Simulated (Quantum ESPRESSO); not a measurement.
**Computed NMR tensors in TiO2**

```xyz
6
Lattice="4.5998 0.0000 0.0000 0.0000 4.5998 0.0000 0.0000 0.0000 2.9592" Properties=species:S:1:pos:R:3 pbc="T T T"
Ti     2.2999     2.2999     0.0000
Ti     0.0000     0.0000     1.4796
O      3.2000     3.2000     1.4796
O      1.3998     1.3998     1.4796
O      3.6997     0.9001     0.0000
O      0.9001     3.6997     0.0000
```
Geometry: a computed entry of the Materials Project; it was not checked against measured cells. It is TiO2 in P4₂/mnm. Stability against distortions was not tested. The run has no spin polarisation.

Shieldings are absolute and leave out the bulk-susceptibility term; a larger σ means a smaller chemical shift. By our sweeps, such settings leave a few ppm in absolute σ.

Ω = σ33 − σ11 of the symmetric part; where symmetry doesn't make it nil, it is less certain than σ_iso.

### Question
What do the calculations give at each independent site (shieldings by PBE GIPAW on JTH datasets (Quantum ESPRESSO, modified build), 22.5 Ha, k-mesh 6×6×9 shifted, f-sum rule met within 0.006 %)?

### Answer
| site | site symmetry | σ_iso (ppm) | span Ω (ppm) |
|---|---|---|---|
| Ti (atoms 1, 2) | mmm | -189 | 125 |
| O (atoms 3, 4, 5, 6) | m2m | -396 | 203 |
